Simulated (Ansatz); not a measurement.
BP (CsCl type, Pm-3m) under volume change, plane-wave PAW PBEsol (Ansatz code), scaled uniformly.

```csv
V (Å³/atom),E − E(relaxed) (meV/atom),P (GPa)
8.864,41.5,16.50
9.156,17.4,10.04
9.449,(withheld),(withheld)
9.741,0.0,0.00
10.033,3.8,-4.12
10.325,14.7,-7.68
10.618,(withheld),(withheld)
```

Q: Complete the blanks.

A: 
- 9.449, E − E(relaxed) (meV/atom): 4.2
- 9.449, P (GPa): 4.66
- 10.618, E − E(relaxed) (meV/atom): 31.5
- 10.618, P (GPa): -10.64

Q: What does a third-order Birch–Murnaghan fit give for V₀, B₀ and B′?

A: V₀ = 9.74 Å³/atom, B₀ = 146 GPa, B′ = 3.9.

The start of the workflow was typed in or built on a structure type; neither database checked (COD, Materials Project) lists it. It is not the phase usual at ambient conditions (space group No. 216). The cell was relaxed with PBEsol under the symmetry of its start. At this level the phase is dynamically unstable (imaginary phonons). The volume moved by 16 % from the start of the relaxation. Its formation energy is positive at this level, so the cell may be metastable or incomplete.

Potentials: the earlier of the program's two PAW sets. The files were generated under PBE; for other functionals the program regenerates the frozen cores, and for LDA and PBEsol the local potential too.
